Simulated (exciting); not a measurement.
# Equation of state of MgPd under PBEsol

The structure is cubic, space group Pm-3m (No. 221). The conventional cell has a = 3.160 Å, b = 3.160 Å, c = 3.160 Å, α = 90.00°, β = 90.00°, γ = 90.00°. Around Pd (site symmetry m-3m) lie 8 Mg at 2.74 Å. Mg (site symmetry m-3m) has 8 Pd at 2.74 Å as nearest neighbours.

The cell was scaled at fixed shape and fractions and run with exciting, all-electron LAPW+lo, shipped species files, valence relativity iora*; PBEsol, k mesh 8 × 8 × 8 on the cell of 2 atoms, fermi-dirac occupations of 0.05 eV, no spin polarisation, no spin-orbit coupling. Energies are those that the program minimises, any entropy of the smearing included. For a metal such a mesh isn't converged to the digits shown.

```csv
V (Å³/atom),energy over the lowest row (meV/atom)
14.8306,12.116
15.1462,3.369
15.4617,0.000
15.7772,?
16.0928,5.285
16.4083,13.251
16.7239,24.420
```

Problem. Fit the third-order Birch-Murnaghan form, give V0, B0 and B′, and predict the energy left open.

Solution. With y = (V0/V)^(2/3), E = E0 + (9 V0 B0/16) [(y - 1)³ B′ + (y - 1)² (6 - 4y)]. Least squares through the rows shown give V0 = 15.5602 Å³/atom, E0 = -0.322 meV, B0 = 105.3 GPa (1 eV/Å³ = 160.218 GPa) and B′ = 5.08, with a largest miss of 0.132 meV, so B0 and B′ are loose. At V = 15.7772 the form with these constants gives 0.645 meV; the run gave 0.855 meV an atom.
